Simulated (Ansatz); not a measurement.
TaRu₃ (Cu3Au type, space group No. 221), DFT-PBEsol in the program Ansatz with PAW potentials, all energies at zero smearing, with the estimated change up to a 700 eV cutoff added, with one set of potentials and settings (totals compare only within such a set). Cell of 4 atoms (1 Ta, 3 Ru): -27256.735 eV.

```tsv
element	reference phase	E (eV/atom)
Ta	Im-3m, 1 atoms in the cell	-9806.5011
Ru	P6_3/mmc, 2 atoms in the cell	-5816.5026
```

Formation energy per atom, worked out: (-27256.735 − 1×(-9806.5011) − 3×(-5816.5026))/4 = -0.182 eV/atom (-18 kJ per mol of atoms), at 0 K, without zero-point energy or fitted corrections.

Space group Pm-3m (Cu3Au type). The workflow started from a Materials Project entry (that database holds measured and hypothetical structures alike); the Crystallography Open Database copy checked does not list it. Its standing as an ambient phase is unchecked. The PBEsol relaxation kept the symmetry of its start; its stability against distortions is not shown here. The run is not spin-polarised. The references are the lowest solids computed at this level, not always the standard phases. Spin–orbit coupling is left out wherever it is not named.

Potentials: the later of the program's two PAW sets.
